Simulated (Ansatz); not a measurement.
Space group Fm-3m (No. 225). a = 6.604 Å, b = 6.604 Å, c = 6.604 Å, α = 90.00°, β = 90.00°, γ = 90.00°
```tsv
atom	site	symmetry	x	y	z
K	4a	m-3m	0.0000	0.0000	0.0000
Br	4b	m-3m	0.5000	0.0000	0.0000
```

Equation of state of this KBr structure (not necessarily the ground state), with shape and atoms relaxed at each volume where symmetry leaves them free. All numbers below come from Ansatz, DFT r2SCAN, scalar-relativistic, plane waves, PAW.

Settings: cutoff 500 eV, Γ-centred mesh 6×6×6 on the computed 2-atom cell, Gaussian smearing of 0.02 eV; no spin polarisation.

```
V (Å³/atom) E − E(largest V) (meV/atom) P (GPa) gap on mesh (eV)
     31.689                        20.17     2.85              5.47
     32.769                         4.10     1.95              5.36
     33.849                        -6.40     1.19              5.26
     34.929                       -12.25     0.56              5.16
     36.010                       -14.21     0.03              5.07
     37.090                       -12.90    -0.41              4.99
     38.170                        -8.86    -0.78              4.91
     39.611                         0.00    -1.18              4.82
```

Task: Fit a third-order Birch–Murnaghan equation to E(V).

Result: V0 = 36.09 Å³/atom, B0 = 16 GPa, B0' = 4.9.

Cost: 8 runs of about 0.57 core-minutes in all, on Arm Neoverse V1 (shared hosts).